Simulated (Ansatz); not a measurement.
Ga$_{2}$O$_{3}$ (beta-Ga2O3 type, space group C2/m)

```xyz
10
Lattice="6.2276 -1.5417 0.0000 6.2276 1.5417 0.0000 -1.3923 0.0000 5.7103" Properties=species:S:1:pos:R:3 pbc="T T T"
Ga     0.0133     0.0000     4.5380
Ga    11.0496     0.0000     1.1723
Ga     7.7644     0.0000     1.7940
Ga     3.2986     0.0000     3.9164
O      1.8842     0.0000     0.6235
O      9.1787     0.0000     5.0868
O      1.3778     0.0000     3.2227
O      9.6851     0.0000     2.4876
O      5.8207     0.0000     1.4659
O      5.2422     0.0000     4.2444
```

Equation-of-state scan: isotropic scaling of the cell above, V₀ being its volume. The atoms relax within the cell's symmetry.

Method: PBE (plane waves to 420 eV, PAW, scalar-relativistic; Ansatz, an electronic-structure program). k mesh 11×11×6 (Γ-centred), Fermi-Dirac smearing 0.05 eV. Energies are smeared free energies. Compression counts positive. With the shape held, the modulus is that of even scaling; a crystal free to change shape is softer. Ga2O3 was relaxed with its symmetry unable to fall. The zero of ΔE is the relaxed starting cell.

| V (Å³/atom) | ΔE (meV/atom) |
|---|---|
| 9.869 | 64.0 |
| 10.143 | withheld |
| 10.417 | 14.6 |
| 10.691 | 3.5 |
| 10.965 | 0.0 |
| 11.239 | 3.2 |
| 11.514 | 12.4 |
| 11.788 | 26.8 |
| 12.062 | 45.8 |

Problem. Fit a third-order Birch-Murnaghan form (E₀, V₀, B₀, B₀′ free) to the given rows and predict ΔE at V = 10.143.

Solution. Least squares on the 8 given rows: ΔE = E₀ + (9V₀B₀/16)·y²·[2 + (B₀′ − 4)y], y = (V₀/V)^(2/3) − 1, with V₀ = 10.965 Å³/atom, B₀ = 157.0 GPa (160.2 GPa = 1 eV/Å³; the term in eV is multiplied by 1000), B₀′ = 4.03, E₀ = -0.01 meV/atom; root-mean-square residual 0.01 meV/atom. At 10.143 the fit gives 34.4 meV/atom; the calculation gives 34.4 meV/atom, the same to the digits shown. For the pressure the fit gives 14.3 GPa against the computed 14.3 GPa.

(A scan under strain: stresses follow from slopes of the energy per volume, elastic moduli from its curvatures.)
